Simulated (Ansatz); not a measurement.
## Sb (Im-3m), two-dimensional strain map

These are results of DFT r2SCAN, scalar-relativistic, plane waves, PAW (Ansatz), not measurements. Settings: plane waves to 500 eV, k-mesh 18×18×18 (Γ-centred), Gaussian smearing 0.15 eV. No spin polarisation. Energies are free energies at this smearing, counted from the undisturbed cell; pressure is positive in compression.

Zero of the scan (as given, not relaxed at this level; it stands at 1.9 GPa; this bcc form isn't the usual structure):

```yaml
crystal:
  lattice:
    - [-1.87134, 1.87134, 1.87134]
    - [1.87134, -1.87134, 1.87134]
    - [1.87134, 1.87134, -1.87134]
  atoms:
    - { symbol: Sb, position: [0.00000, 0.00000, 0.00000] }
```

The cell is strained by p along both x and y and by q along z, fractional coordinates fixed. Points are written (p, q).

Energy above the undisturbed cell in meV/atom (a dash: not computed):

```csv
p \ q,-0.080,0.000,0.080
-0.080,?,255.0,?
0.000,87.1,0.0,22.6
0.080,33.4,81.4,–
```

**Question.** Fill in the withheld energies.

**Answer.** (-0.080, -0.080): 516.8; (-0.080, 0.080): 136.1.